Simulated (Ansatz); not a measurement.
Level: PBE, no spin polarisation; 420 eV; 5×5×5 Γ-centred mesh; gaussian occupations (width 0.1111 eV); Ansatz 0.2.0, fixed geometry.

Computed maps in the lattice plane spanned by a (left to right, 6.26 Å, 19 points from zero) and b (bottom to top, 6.26 Å, 19 points from zero), 90° apart, at height 0.000 along c. The fields are smooth PAW ones with compensation charges, not the true ones near nuclei.

Valence density. Digits on a logarithmic scale: 0 up to 0.03 e/Å³, each further digit a factor of 1.6, 9 from 1.3 e/Å³ up:
```
9996432100001124699
9985432110001234589
7654433211112234456
4444333322223333444
2233333444443333333
1122334556654433322
0112334678876543211
0001245799997542110
0001246899998642100
0001246899998642100
0011245799997542100
0112345678876433211
1223334456655433221
2333333344444333332
4444333322223333444
7654432211112334456
9985432100011234589
9996421100001234699
9997421000000124799
```

**Question.** The cell is CdSb2Te4. Which atoms lie within 0.2 Å of this plane, and where (fractions of a and b)?

**Answer.** Cd at (0.00, 0.00), Sb at (0.50, 0.50). The whole cell:
```
CELL_PARAMETERS angstrom
0.00000 6.26423 0.00000
6.26423 0.00000 0.00000
3.13212 3.13212 -6.25969
ATOMIC_POSITIONS crystal
Cd 0.00000 0.00000 0.00000
Sb 0.50000 0.50000 0.00000
Sb 0.75000 0.25000 0.50000
Te 0.37000 0.39000 0.74000
Te 0.61000 0.11000 0.26000
Te 0.89000 0.87000 0.74000
Te 0.13000 0.63000 0.26000
```

Origin: a known structure type with other elements, at an estimated volume, so it need not be a known compound. Caveats: atoms or cell far from equilibrium.
